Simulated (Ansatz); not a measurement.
An Ansatz (a quantum-chemistry and plane-wave program) run. Input:

Ansatz 0.2 input:
```yaml
crystal:
  lattice:
    - [-2.9983984724, 2.9983984724, 2.4022667038]
    - [2.9983984724, -2.9983984724, 2.4022667038]
    - [2.9983984724, 2.9983984724, -2.4022667038]
  atoms:
    - { symbol: Al, position: [0.6593514916, 0.1593514916, 0.8187029832] }
    - { symbol: Al, position: [0.8406485084, 0.6593514916, 0.5] }
    - { symbol: Al, position: [0.1593514916, 0.3406485084, 0.5] }
    - { symbol: Al, position: [0.3406485084, 0.8406485084, 0.1812970168] }
    - { symbol: Cu, position: [0.25, 0.25, 0.0] }
    - { symbol: Cu, position: [0.75, 0.75, 0.0] }
kpoints:
  mp_grid: { grid: [11, 11, 11] }
hamiltonian:
  xc: r2scan
  pseudopotentials: { kind: paw }
scf:
  occupations: { method: fermi_dirac, width: 0.1 }
phonons:
  method: dfpt
  response_accuracy: low
  eigenvectors: true
  rigid_motions: translations
```

Output (shortened):

```
Pseudopotential: Al, paw, valence charge 3
Pseudopotential: Cu, paw, valence charge 19
Functional definition: r2SCAN
Crystal: 6 atoms, lattice volume = 86.389 Å³
Basis set: ecut = 500 eV, 2161 PW (Γ), exchange–correlation on 180×180×180 points (125 copies of the dense FFT grid, shifted against one another)
Bands: 31, of which v1, the nominal top of the filled ones, is band 25 counted from 1 (24 counted from 0)
Symmetry: 16 space group operations
k-points: 666 of 1331 (irreducible under 1 space group operation, time reversal used)
SCF iter   1: F=—  HF=-15425.152293 eV  |F-HF|=—  |Δ(HF+E_count)|=         —  Δρ=2.94e-2  dr2=5.74e-1  dr2_τ=1.97e-2  ethr=1.77e-3  ⟨swp⟩=7.9  Hψ=103960  notcnv=0  defer=16
preconditioner: auto → Kerker (q_TF=auto, 2.491 Å⁻¹)
SCF iter   2: F=—  HF=-15425.186046 eV  |F-HF|=—  |Δ(HF+E_count)|=   3.38e-2  Δρ=2.28e-2  dr2=2.29e-1  dr2_τ=2.85e-3  ethr=1.15e-3  ⟨swp⟩=2.0  Hψ=39291  notcnv=0  defer=86
SCF iter   3: F=—  HF=-15425.114196 eV  |F-HF|=—  |Δ(HF+E_count)|=   7.19e-2  Δρ=5.94e-3  dr2=4.27e-2  dr2_τ=7.60e-5  ethr=4.58e-4  ⟨swp⟩=2.0  Hψ=34160  notcnv=0  defer=86
SCF iter   4: F=—  HF=-15425.104821 eV  |F-HF|=—  |Δ(HF+E_count)|=   9.38e-3  Δρ=1.78e-3  dr2=2.08e-3  dr2_τ=1.71e-5  ethr=8.53e-5  ⟨swp⟩=1.0  Hψ=26004  notcnv=0  defer=66
SCF iter   5: F=—  HF=-15425.105226 eV  |F-HF|=—  |Δ(HF+E_count)|=   4.05e-4  Δρ=6.61e-4  dr2=7.22e-4  dr2_τ=2.00e-6  ethr=4.16e-6  ⟨swp⟩=2.0  Hψ=28314  notcnv=0  defer=66
SCF iter   6: F=—  HF=-15425.105064 eV  |F-HF|=—  |Δ(HF+E_count)|=   1.61e-4  Δρ=3.15e-4  dr2=8.28e-5  dr2_τ=1.92e-7  ethr=1.44e-6  ⟨swp⟩=2.5  Hψ=30631  notcnv=0  defer=66
SCF iter   7: F=—  HF=-15425.105067 eV  |F-HF|=—  |Δ(HF+E_count)|=   3.08e-6  Δρ=5.86e-5  dr2=1.95e-6  dr2_τ=1.12e-8  ethr=1.66e-7  ⟨swp⟩=2.3  Hψ=28971  notcnv=0  defer=66
SCF iter   8: F=—  HF=-15425.105060 eV  |F-HF|=—  |Δ(HF+E_count)|=   7.80e-6  Δρ=9.82e-6  dr2=9.83e-8  dr2_τ=4.06e-10  ethr=3.91e-9  ⟨swp⟩=2.5  Hψ=31560  notcnv=0  defer=66
SCF iter  11: F=-15425.105060 eV  HF=-15425.105060 eV  |F-HF|=3.64e-12  |Δ(HF+E_count)|=  5.46e-12  Δρ=5.58e-8  dr2=3.00e-12  dr2_τ=9.10e-15  ethr=1.00e-12  ⟨swp⟩=5.6  Hψ=86670  notcnv=0
SCF 1 converged in 11 iterations: F = -15425.105060 eV  dr2 = 3.00e-12
WARN: the projector tables of a DFPT response shed from 666 to 2, one for each solve slot …
DFPT response loops at Γ: preconditioner auto → Kerker (q_TF=auto, 2.491 Å⁻¹) (partly filled bands, converged f_vac=0.000) …
SCF converged after 11 iterations
Free energy (F): -15425.105060 eV
Harris-Foulkes:  -15425.105060 eV  (|F-HF|=3.64e-12)
Internal energy: -15425.042311 eV  (E = F + TS)
E sigma→0 (E₀):  -15425.073685 eV
Entropy (-TS):   -0.062748 eV (-10.458 meV/atom)
Fermi energy:    10.807067 eV
--- Per-component energies (eV) ---
  E_band       = -966.971574
  E_kinetic    = 693.841717
  E_local      = -12389.634847  (includes V_loc(G=0)·N_el)
  E_nonlocal   = 815.801996
  E_hartree    = 5622.247556
  E_xc         = -317.809660
  E_vxc        = -380.579073  (∫ρ·V_xc dr)
  E_paw        = -5237.356790  (= ΣΔE_a)
  E_vpaw       = -975.165213  (= ΣTr[D̂ρ^β])
  E_aug_tail   = 0.000289  (compensation charges beyond the density's cutoff)
  E_vtau       = 24.268236  (kinetic-family band-sum trace: ∫τ·v_τ [+ j·A + Jᵃ·Aᵃ] dr)
  E_ewald      = -4611.289924
  E_core_change = -0.842648  (= ΣΔE_core)
  E_smearing   = -0.062748  (= −TS)
  E_closure    = 0.000000  (closes the sum)
  Σ components = -15425.105060   (vs F -15425.105060, Δ=0.00e0)
  [band-id]    e_kinetic+e_local+e_nonlocal+2·e_hartree+e_vxc+e_vpaw+e_augmentation_tail+e_vtau = -966.971783   (vs E_band -966.971574, Δ=-2.09e-4)
--- Band table (eV; the first three rows and the last of 666) ---
  k-point 0: bands = ["-106.9437", "-106.9327", "-62.7647", "-62.7647", "-62.7594", "-62.7537", "-62.7537", "-62.6432", "-0.8883", "5.0756", "5.3009", "5.3009", "5.3452", "6.2989", "6.4363", "6.7993", "7.1123", "7.3978", "7.3978", "7.4986", "7.4986", …
  k-point 1: bands = ["-106.9437", "-106.9327", "-62.7647", "-62.7647", "-62.7594", "-62.7537", "-62.7537", "-62.6432", "-0.8150", "4.9586", "5.2824", "5.3166", "5.3234", "6.2531", "6.4489", "6.7670", "6.9371", "7.0333", "7.3972", "7.3979", "7.6037", …
  k-point 2: bands = ["-106.9437", "-106.9327", "-62.7647", "-62.7647", "-62.7594", "-62.7537", "-62.7537", "-62.6433", "-0.5957", "4.4044", "5.2396", "5.3287", "5.3876", "6.1532", "6.4228", "6.4864", "6.6161", "6.9317", "7.3956", "7.3979", "7.8745", …
  k-point 665: bands = ["-106.9405", "-106.9360", "-62.7615", "-62.7615", "-62.7569", "-62.7569", "-62.7255", "-62.6773", "0.7391", "3.5701", "4.2946", "4.7248", "5.8192", "5.9712", "6.1722", "6.1827", "6.4276", "6.5488", "6.5643", "6.8552", "7.1567", …
--- Phonons (Γ-DFPT): 4 representative perturbations + reference, on 666 of 1331 k-points (Σ response iterations 24) ---
  ASR residual: 5.143e-4 → 0.000e0 eV/Å²; symmetrization residual: 5.181e-5 eV/Å²
  ASR residual per site (eV/Å²): 1.15e-4 1.15e-4 1.15e-4 1.15e-4 5.14e-4 5.14e-4
  Γ frequencies (cm⁻¹): 0.00 0.00 0.00 147.10 147.10 150.15 150.15 190.88 200.31 222.72 258.43 270.34 270.34 280.48 290.85 303.49 303.49 332.96
  non-analytic LO–TO correction: not included (Born effective charges unavailable; polar crystals: no LO–TO splitting at Γ)
```

Cost: very roughly 40 core-minutes on shared cores.

Space group I4/mcm. The r²SCAN relaxation kept the symmetry of its start; of distortions, only those at the zone centre were tested. The run is not spin-polarised. As this level gives no gap, phonon frequencies hold no LO–TO term and depend on the k-mesh and smearing (Fermi–Dirac, 0.1 eV here).

Potentials: the later of the program's two PAW sets.

Ansatz is a plane-wave DFT program.
